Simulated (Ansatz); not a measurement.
Cs₂GeF₆:
```
Cs2GeF6
1.0
    0.00000     4.47704     4.47704
    4.47704     0.00000     4.47704
    4.47704     4.47704     0.00000
Cs Ge F
2 1 6
Cartesian
  6.71556   6.71556   6.71556
  2.23852   2.23852   2.23852
  0.00000   0.00000   0.00000
  4.47704   4.47704   7.13548
  4.47704   4.47704   1.81860
  7.13548   4.47704   4.47704
  1.81860   4.47704   4.47704
  4.47704   7.13548   4.47704
  4.47704   1.81860   4.47704
```

Relaxed with PBEsol.

Map the valence electron density (e/Å³), cut off at 0.9 on the plane through (0.750, 0.750, 0.750) spanned by u = [1, 0, 0] and v = [-1, 1, 1] in lattice vectors, from the program Ansatz at the PBEsol level (PAW).

x is the fraction of u, y of v (the angle between them is 90°; rows are the nearest grid lines); atoms in the plane: Cs at (0.00, 0.00), Cs at (0.00, 0.50), Ge at (0.50, 0.25), F at (0.50, 0.05), F at (0.50, 0.45).
```
y \ x   0.000  0.0938  0.188  0.281  0.375  0.469  0.531  0.625  0.719  0.812  0.906   1.00
------  -----  ------  -----  -----  -----  -----  -----  -----  -----  -----  -----  -----
1.00    0.000   0.900  0.399  0.062  0.389  0.900  0.900  0.387  0.062  0.400  0.900  0.000
0.925   0.900   0.900  0.200  0.027  0.038  0.111  0.112  0.038  0.027  0.200  0.900  0.900
0.850   0.218   0.131  0.035  0.008  0.004  0.005  0.005  0.004  0.008  0.035  0.131  0.218
0.775   0.018   0.015  0.010  0.005  0.002  0.001  0.001  0.002  0.005  0.011  0.015  0.018
0.700   0.037   0.026  0.013  0.006  0.002  0.002  0.002  0.002  0.006  0.013  0.026  0.037
0.625   0.508   0.295  0.066  0.011  0.008  0.012  0.012  0.008  0.011  0.066  0.295  0.508
0.550   0.781   0.900  0.293  0.039  0.091  0.360  0.360  0.090  0.039  0.293  0.900  0.781
0.450   0.781   0.900  0.292  0.067  0.696  0.900  0.900  0.696  0.067  0.292  0.900  0.781
0.375   0.508   0.295  0.076  0.052  0.255  0.900  0.900  0.255  0.052  0.076  0.295  0.508
0.300   0.037   0.032  0.049  0.122  0.377  0.900  0.900  0.379  0.122  0.049  0.032  0.037
0.225   0.018   0.021  0.055  0.155  0.568  0.900  0.900  0.566  0.156  0.055  0.021  0.018
0.150   0.218   0.132  0.052  0.062  0.214  0.753  0.752  0.213  0.062  0.053  0.132  0.218
0.0750  0.900   0.900  0.202  0.061  0.581  0.900  0.900  0.581  0.060  0.202  0.900  0.900
0.000   0.000   0.900  0.399  0.062  0.389  0.900  0.900  0.387  0.062  0.400  0.900  0.000
```

The density is the valence pseudo-density with augmentation charge, so density and ELF within about 1 Å of a nucleus are not all-electron values.

Space group Fm-3m. The workflow started from a Materials Project entry (that database holds measured and hypothetical structures alike); the Crystallography Open Database files this formula in space group No. 225, but the cells were not matched. Whether it is the stable phase at ambient conditions was not checked. The cell was relaxed with PBEsol under the symmetry of its start; whether a distortion lowers the energy is not shown. Spin–orbit coupling is left out wherever it is not named.

Potentials: the later of the program's two PAW sets.
